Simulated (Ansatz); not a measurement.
**Ru (omega (AlB2-type)): energy against volume**

All numbers below come from Ansatz 0.2.0, DFT, PBEsol, plane waves (420 eV) with PAW, scalar-relativistic. The PAW files were generated under PBE, with cores re-solved for the functional.

The cell is scaled uniformly from the relaxed one, with fractional coordinates and shape fixed. Energies are extrapolated to zero smearing, pressures are those at the given smearing. Magnetic state: spin not included.

A Birch-Murnaghan fit gives V₀ = 13.64 Å³/atom, B₀ = 327 GPa, B₀′ = 4.8.

Question: What are the energy above the minimum and the pressure at 12.013 Å³/atom?

Answer: 252.2 meV/atom and 56.40 GPa as computed.

Question: What are the energy above the minimum and the pressure at 12.559 Å³/atom?

Answer: 102.2 meV/atom and 33.16 GPa as computed.

Question: What are the energy above the minimum and the pressure at 15.289 Å³/atom?

Answer: 163.8 meV/atom and -28.04 GPa as computed.
